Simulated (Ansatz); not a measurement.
Bi started on a Pb site next to a Cs vacancy in cubic perovskite CsPbBr3, 39 atoms, charge 0

All numbers come from Ansatz (PAW, plane waves, no spin–orbit coupling) at the single k point (¼, ¼, ¼) without its symmetry partners. The atoms were relaxed with PBEsol in a fixed cell; other functionals are single points on those atoms unless said otherwise. The valence top and gap of the host come from its small cell on a dense mesh, with the band extrema sought between the mesh points, lined up by the mean potential, PBEsol gap 1.44 eV, HSE06 gap 2.14 eV, r²SCAN gap 1.91 eV.

Cell: a = 11.763 Å, b = 11.763 Å, c = 11.763 Å, α = 90.00°, β = 90.00°, γ = 90.00°.

Nearest atoms after relaxation, from the placed atom (for vacancies from the middle of the vacant sites): Br at 2.83 Å, Br at 2.86 Å, Br at 2.86 Å, Br at 2.87 Å, Br at 2.89 Å, Br at 2.90 Å.

Chemical potentials μ are those of reference phases of the elements at zero temperature by the same functional (the usual solids, diamond for C, grey Sn, and the molecules H2, N2, O2, F2, Cl2, Br2 and S8).

```csv
functional,E(defect) − E(host) − Σ nμ + q·E_VBM (eV),monopole (eV),alignment (eV),formation energy at E_F = VBM (eV),moment (μB),"wall time, shared host"
PBEsol,3.40,0.00,0.00,3.40,0 (no spin),18 s on NVIDIA GB300 (relaxation)
```

(1) Estimate the formation energy and moment that HSE06 gives on these atoms.

HSE06 one-electron levels near the gap (the ten most localised at most), from the host's valence top:

```tsv
level (eV)	spin	filling	atoms sharing it	element of the atom with most weight
2.00	both	0.00	6.7	Bi
2.03	both	0.00	6.4	Bi
2.08	both	0.00	6.3	Bi
```

r²SCAN one-electron levels near the gap (the ten most localised at most), from the host's valence top:

| level (eV) | spin | filling | atoms sharing it | element of the atom with most weight |
| --- | --- | --- | --- | --- |
| 1.69 | both | 0.00 | 6.5 | Bi |
| 1.73 | both | 0.00 | 6.2 | Bi |
| 1.76 | both | 0.00 | 6.2 | Bi |

All elements are taken at their own reference at once; growth conditions in equilibrium with the host shift these energies, by up to the host's formation enthalpy.

The ideal cubic host may itself distort, and that gain is in these energies.

One k point and a cell of this size can leave errors of several tenths of an eV in such numbers.

Answers

(1) 3.67 eV at E_F = VBM, moment 0 (no spin). r²SCAN gives 3.99 eV.
